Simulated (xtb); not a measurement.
xtb single point, GFN2-xTB, vacuum, on 1,1,1-trifluoroethane, C2H3F3 (SMILES CC(F)(F)F), charge 0, multiplicity 1.

```
xtb m.xyz --gfn 2 --chrg 0 --uhf 0 --norestart --sp

8

C     -0.831754    -0.101121    -0.105047
C      0.675866    -0.101110    -0.105113
F      1.186195    -0.340213     1.112898
F      1.186022     1.073349    -0.506983
F      1.186083    -1.036312    -0.921234
H     -1.186195    -1.073349     0.226582
H     -1.186136     0.097848    -1.112898
H     -1.186142     0.672299     0.571071
```

It prints:

```

          ...................................................
          :                      SETUP                      :
          :.................................................:
          :  # basis functions                  23          :
          :  # atomic orbitals                  23          :
          :  # shells                           13          :
          :  # electrons                        32          :
          :  max. iterations                   250          :
          :  Hamiltonian                  GFN2-xTB          :
          :  restarted?                      false          :
          :  GBSA solvation                  false          :
          :  PC potential                    false          :
          :  electronic temp.          300.0000000     K    :
          :  accuracy                    1.0000000          :
          :  -> integral cutoff          0.2500000E+02      :
          :  -> integral neglect         0.1000000E-07      :
          :  -> SCF convergence          0.1000000E-05 Eh   :
          :  -> wf. convergence          0.1000000E-03 e    :
          :  Broyden damping             0.4000000          :
          :  net charge                          0          :
          :  unpaired electrons                  0          :
          ...................................................

 iter      E             dE          RMSdq      gap      omega  full diag
   1    -20.0540734 -0.200541E+02  0.452E+00   15.33       0.0  T
   2    -20.1189787 -0.649053E-01  0.258E+00   14.43       1.0  T
   3    -20.1215334 -0.255467E-02  0.138E+00   14.69       1.0  T
   4    -20.1219254 -0.392073E-03  0.101E-01   14.67       1.0  T
   5    -20.1219291 -0.363513E-05  0.550E-02   14.68       1.0  T
   6    -20.1219299 -0.835174E-06  0.972E-03   14.68       3.6  T
   7    -20.1219299 -0.204074E-07  0.204E-03   14.68      17.4  T
   8    -20.1219299 -0.131863E-07  0.256E-04   14.68     137.9  T
   9    -20.1219299 -0.117026E-10  0.101E-04   14.68     348.7  T

   *** convergence criteria satisfied after 9 iterations ***

         #    Occupation            Energy/Eh            Energy/eV
      -------------------------------------------------------------
         1        2.0000           -0.8821460             -24.0044
       ...           ...                  ...                  ...
        10        2.0000           -0.5507032             -14.9854
        11        2.0000           -0.5360331             -14.5862
        12        2.0000           -0.5359278             -14.5833
        13        2.0000           -0.5359238             -14.5832
        14        2.0000           -0.5242355             -14.2652
        15        2.0000           -0.5242280             -14.2650
        16        2.0000           -0.5024811             -13.6732 (HOMO)
        17                          0.0368956               1.0040 (LUMO)
        18                          0.0369654               1.0059
        19                          0.0510947               1.3904
        20                          0.1167622               3.1773
        21                          0.1493109               4.0630
       ...                                ...                  ...
        23                          0.2106185               5.7312
      -------------------------------------------------------------
                  HL-Gap            0.5393767 Eh           14.6772 eV
             Fermi-level           -0.2327928 Eh           -6.3346 eV


         :::::::::::::::::::::::::::::::::::::::::::::::::::::
         ::                     SUMMARY                     ::
         :::::::::::::::::::::::::::::::::::::::::::::::::::::
         :: total energy             -20.022930208793 Eh    ::
         :: gradient norm              0.000072799600 Eh/a0 ::
         :: HOMO-LUMO gap             14.677185815054 eV    ::
         ::.................................................::
         :: SCC energy               -20.121929485887 Eh    ::
         :: -> isotropic ES            0.043653369580 Eh    ::
         :: -> anisotropic ES          0.001221518319 Eh    ::
         :: -> anisotropic XC         -0.016292978768 Eh    ::
         :: -> dispersion             -0.002834858830 Eh    ::
         :: repulsion energy           0.098999277094 Eh    ::
         :: add. restraining           0.000000000000 Eh    ::
         :: total charge              -0.000000000000 e     ::
         :::::::::::::::::::::::::::::::::::::::::::::::::::::

           -------------------------------------------------
          |                Property Printout                |
           -------------------------------------------------

    * Orbital Energies and Occupations

         #    Occupation            Energy/Eh            Energy/eV
      -------------------------------------------------------------
         1        2.0000           -0.8821460             -24.0044
       ...           ...                  ...                  ...
         4        2.0000           -0.6970172             -18.9668
         5        2.0000           -0.6512829             -17.7223
         6        2.0000           -0.6251891             -17.0123
         7        2.0000           -0.6251856             -17.0122
         8        2.0000           -0.5977994             -16.2669
         9        2.0000           -0.5507065             -14.9855
        10        2.0000           -0.5507032             -14.9854
        11        2.0000           -0.5360331             -14.5862
        12        2.0000           -0.5359278             -14.5833
        13        2.0000           -0.5359238             -14.5832
        14        2.0000           -0.5242355             -14.2652
        15        2.0000           -0.5242280             -14.2650
        16        2.0000           -0.5024811             -13.6732 (HOMO)
        17                          0.0368956               1.0040 (LUMO)
        18                          0.0369654               1.0059
        19                          0.0510947               1.3904
        20                          0.1167622               3.1773
        21                          0.1493109               4.0630
        22                          0.2105341               5.7289
        23                          0.2106185               5.7312
      -------------------------------------------------------------
                  HL-Gap            0.5393767 Eh           14.6772 eV
             Fermi-level           -0.2327928 Eh           -6.3346 eV

     #   Z          covCN         q      C6AA      α(0)
     1   6 C        3.755    -0.146    23.382     6.895
     2   6 C        3.328     0.489    17.349     6.614
     3   9 F        0.791    -0.207    11.305     3.972
     4   9 F        0.791    -0.207    11.305     3.972
     5   9 F        0.791    -0.207    11.304     3.972
     6   1 H        0.925     0.092     1.856     2.131
     7   1 H        0.925     0.092     1.856     2.131
     8   1 H        0.925     0.092     1.856     2.131

 Mol. C6AA /au·bohr⁶  :        528.725953
 Mol. C8AA /au·bohr⁸  :      10729.813926
 Mol. α(0) /au        :         31.815537

Wiberg/Mayer (AO) data.
largest (>0.10) Wiberg bond orders for each atom

 ---------------------------------------------------------------------------
     #   Z sym  total        # sym  WBO       # sym  WBO       # sym  WBO
 ---------------------------------------------------------------------------
     1   6 C    3.975 --     2 C    0.979     6 H    0.976     8 H    0.976
                             7 H    0.976
     2   6 C    3.834 --     1 C    0.979     5 F    0.948     4 F    0.948
                             3 F    0.948
     3   9 F    1.071 --     2 C    0.948
     4   9 F    1.071 --     2 C    0.948
     5   9 F    1.071 --     2 C    0.948
     6   1 H    0.991 --     1 C    0.976
     7   1 H    0.991 --     1 C    0.976
     8   1 H    0.991 --     1 C    0.976
 ---------------------------------------------------------------------------


molecular dipole:
                 x           y           z       tot (Debye)
 q only:       -1.156      -0.000      -0.000
   full:       -1.228      -0.000      -0.000       3.121
molecular quadrupole (traceless):
                xx          xy          yy          xz          yz          zz
 q only:       -0.103       0.331       0.051       0.344       0.000       0.051
  q+dip:        0.134       0.352      -0.067       0.365       0.000      -0.067
   full:       -0.011       0.352       0.006       0.365       0.000       0.005

           -------------------------------------------------
          | TOTAL ENERGY              -20.022930208793 Eh   |
          | GRADIENT NORM               0.000072799600 Eh/α |
          | HOMO-LUMO GAP              14.677185815054 eV   |
           -------------------------------------------------
```

The total energy is -544.85 eV.
